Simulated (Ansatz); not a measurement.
Level of theory: DFT PBE, scalar-relativistic, plane waves, PAW in Ansatz 0.2.0. Plane waves to 420 eV, a 15×15×1 mesh through Γ for the 3-atom cell and 0.10 eV Gaussian smearing; no spin polarisation.

The zero of energy is the elements' standard structures at the same level; no fitted shifts are applied.

**Question.** Give a relaxed trial structure of a two-dimensional metal made of Ca and Sb, with a formation energy near −0.14 eV/atom and about 3.5 Å² per atom, in a cell of 3 atoms.

**Answer.** CaSb2, layer group p-3m1 (No. 72). This is a two-dimensional sheet: the third axis spans vacuum and isn't periodic. Ca at height 2.59 Å has 6 Sb at 3.28 Å and 6 Ca at 3.49 Å; Sb at height 5.17 Å has 3 Ca at 3.28 Å and 6 Sb at 3.49 Å.

```
Ca Sb
1.0
     3.48514    0.00000    0.00000
    -1.74257    3.01822    0.00000
     0.00000    0.00000   33.20228
Ca Sb
1 2
Cartesian
  0.0000 0.0000 9.0000
  1.7426 1.0061 11.5874
  0.0000 2.0121 6.4126
```

The area per atom is 3.51 Å², the thickness between the outermost nuclei is 5.17 Å and the energy over the elements is −0.14 eV/atom. The gap on the 15×15×1 mesh of the 3-atom cell is 0 eV (a metal).

The structure comes from a generated guess, relaxed at this level; another structure or a mixture of phases may lie lower. Other answers may fit too; this one was computed.

Spin–orbit coupling, which can matter for Sb, is left out. A structure relaxed within its symmetry needn't be a true minimum.
